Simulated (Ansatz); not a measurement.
YGa$_{3}$Ru:
```xyz
15
Lattice="6.3883 0.0000 0.0000 0.0000 6.3883 0.0000 0.0000 0.0000 6.3883" Properties=species:S:1:pos:R:3 pbc="T T T"
Y      3.1941     3.1941     0.0000
Y      0.0000     3.1941     3.1941
Y      3.1941     0.0000     3.1941
Ga     3.1941     3.1941     3.1941
Ga     1.3335     1.3335     5.0548
Ga     5.0548     5.0548     1.3335
Ga     5.0548     1.3335     5.0548
Ga     1.3335     5.0548     1.3335
Ga     5.0548     5.0548     5.0548
Ga     1.3335     1.3335     1.3335
Ga     1.3335     5.0548     5.0548
Ga     5.0548     1.3335     1.3335
Ru     0.0000     0.0000     3.1941
Ru     3.1941     0.0000     0.0000
Ru     0.0000     3.1941     0.0000
```

Relaxed with r²SCAN. Special points in fractions of this cell's reciprocal vectors: Γ (0.000, 0.000, 0.000); X (0.000, 0.500, 0.000); M (0.500, 0.500, 0.000); R (0.500, 0.500, 0.500).

Question: List the band energies nearest the Fermi level at these points for r²SCAN (plane waves, PAW; program Ansatz).

Answer: In eV from the Fermi level; about four levels below and three above (degenerate sets whole), none deeper than 8.9 eV; points with the same levels are listed once.

```tsv
k	below	above
Γ	-1.42 -1.42 -1.42 -1.14	0.61 0.61 0.61
X	-1.10 -1.10 -0.90 -0.42	0.06 0.50 0.50
M	-0.27 -0.27 -0.27 -0.02	0.04 0.13 1.40
R	-1.00 -0.52 -0.52 -0.52	1.98 1.98 1.98
```

Space group Pm-3m. The first step of the workflow began from a Materials Project structure, measured or hypothetical; the Crystallography Open Database copy checked does not list it. Its standing as an ambient phase is unchecked. The r²SCAN relaxation kept the symmetry of its start; its stability against distortions is not shown here. No spin polarisation was allowed. Spin–orbit coupling is left out wherever it is not named.

Potentials: the later of the program's two PAW sets.
